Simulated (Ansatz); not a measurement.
27Al nuclear quadrupole resonance in AlH4NF4

Cell: a computed structure from the Materials Project (it need not be an observed phase).

Space group P4_2/mbc (No. 135); a = 5.0146, c = 12.6172 Å.

```
site  Wyckoff  site symmetry       x       y       z
  Al       4c          2/m..  0.0000  0.5000  0.5000
   H      16i              1  0.6688  0.4987  0.7034
   N       4b           -4..  0.5000  0.5000  0.7500
 F25       8f            2..  0.0000  0.5000  0.6408
 F33       8h            m..  0.1998  0.1995  0.5000
```

One atom of each set is listed.

All values are calculated (Ansatz; DFT, PBE, plane waves and PAW, scalar-relativistic, 420 eV cutoff, Γ-centred 5×5×2 k-points, Fermi–Dirac smearing 0.02 eV), not measured.

27Al: I = 5/2, Q = 146.6 mb (year-2017 value). Static lattice, zero field.

**Question.** At which frequencies do the 27Al NQR lines lie?

**Answer.** For I = 5/2 and η = 0 the lines are 3|C_Q|/20 and twice that; η pulls their ratio below 2.

| site | atoms | V_zz (10²¹ V/m²) | C_Q (MHz) | η | line frequencies (MHz) |
| --- | --- | --- | --- | --- | --- |
| Al | 4 | -1.91 | -6.76 | 0.03 | 1.02, 2.03 |

At this cell the PBE pressure is 6 GPa, so with PBE the cell would grow if it were relaxed. The entry's cell may itself be off. The largest force is 0.3 eV/Å, so the atoms aren't at the calculated equilibrium and relaxing them would move these values.
